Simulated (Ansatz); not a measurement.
Input:

CaGeO$_{3}$:
```
CaGeO3
1.0
    5.30459     0.00000     0.00000
    0.00000     7.45363     0.00000
    0.00000     0.00000     5.25974
Ca Ge O
4 4 12
Cartesian
  0.21659   1.86341   5.21380
  5.08800   5.59022   0.04595
  2.43571   5.59022   2.58393
  2.86889   1.86341   2.67582
  2.65230   0.00000   0.00000
  0.00000   0.00000   2.62987
  0.00000   3.72682   2.62987
  2.65230   3.72682   0.00000
  1.52937   3.44048   3.73673
  3.77522   4.01315   1.52301
  1.12293   4.01315   1.10686
  4.18167   3.44048   4.15288
  4.18167   0.28634   4.15288
  1.12293   7.16729   1.10686
  3.77522   7.16729   1.52301
  1.52937   0.28634   3.73673
  2.57226   1.86341   0.38793
  2.73233   5.59022   4.87181
  0.08003   5.59022   3.01780
  5.22456   1.86341   2.24194
```

This is the PBEsol-relaxed structure. Cartesian axes are those of the cell as given.

Problem. All from the program Ansatz at the PBEsol level (PAW), unless another level is named. Give the gap with spin–orbit coupling.

Solution. 2.35 eV.

Problem. Predict the electron effective mass with spin–orbit coupling.

Solution. 0.46, 0.60, 0.75 mₑ (principal values).

Problem. Next, the band gap?

Solution. 2.34 eV (indirect).

Problem. Predict the formation energy from the elements (no fitted shifts).

Solution. -2.32 eV/atom.

Problem. Give the conduction-band minimum.

Solution. at Γ.

Problem. Next, the valence-band maximum?

Solution. at U (k = 0.500, 0.000, 0.500 in fractions of the reciprocal vectors).

Space group Pnma. The workflow started from a Materials Project entry (that database holds measured and hypothetical structures alike); the Crystallography Open Database files this formula in space group No. 62, but the cells were not matched. Its standing as an ambient phase is unchecked. The cell was relaxed with PBEsol under the symmetry of its start; whether a distortion lowers the energy is not shown. The references are the lowest solids computed at this level, not always the standard phases (solids in place of the gases). Spin–orbit coupling is left out wherever it is not named.

Potentials: the later of the program's two PAW sets.
